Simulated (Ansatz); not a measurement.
The relaxed structure here is a generated cell of HfO2: the first start was made by placing the elements on the sites of a structure type, and the end was not matched to a known phase here, so it may be hypothetical. Known forms of HfO2 include space group No. 14, 29, 137, 225.

The end point of a relaxation of HfO$_{2}$. Level of theory: PBEsol (plane waves to 420 eV, PAW, scalar-relativistic; Ansatz, an electronic-structure program).

```xyz
6
Lattice="3.8330 0.0000 0.0000 0.0000 3.4395 0.0000 -1.3569 0.0000 5.2210" Properties=species:S:1:pos:R:3 pbc="T T T"
Hf     0.2711     0.8599     1.4095
Hf     2.2051     2.5796     3.8115
O      2.2240     0.8599     2.2756
O      1.6810     0.8599     4.8032
O      0.2522     2.5796     2.9454
O      0.7951     2.5796     0.4178
```

Problem. Determine the symmetry and give the standard cell with its independent sites.

Solution. Space group P2₁/m (No. 11); a = 3.833 Å, b = 3.440 Å, c = 5.394 Å, α = γ = 90.00°, β = 104.57°

```tsv
atom	site	symmetry	x	y	z
Hf	2e	m	0.1663	0.2500	0.2700
O	2e	m	0.7345	0.2500	0.4359
O	2e	m	0.2358	0.7500	0.0800
```

Problem. Give the shortest distances between elements (the closest pairs, up to four, under 3.6 Å).

Solution. Hf–O 2.05 Å; O–O 2.49 Å; Hf–Hf 3.35 Å.

```yaml
volume_per_atom: 11.47 Å³
band_gap: 4.84 eV, direct within 0.03 eV (at Γ) (no spin-orbit coupling)
smallest_direct_gap: 4.86 eV at Γ
```

No spin polarisation in the result.

It was reached from a disturbed copy of a P4₂/nmc (No. 137) cell, against which it lies -0.019 eV/atom.
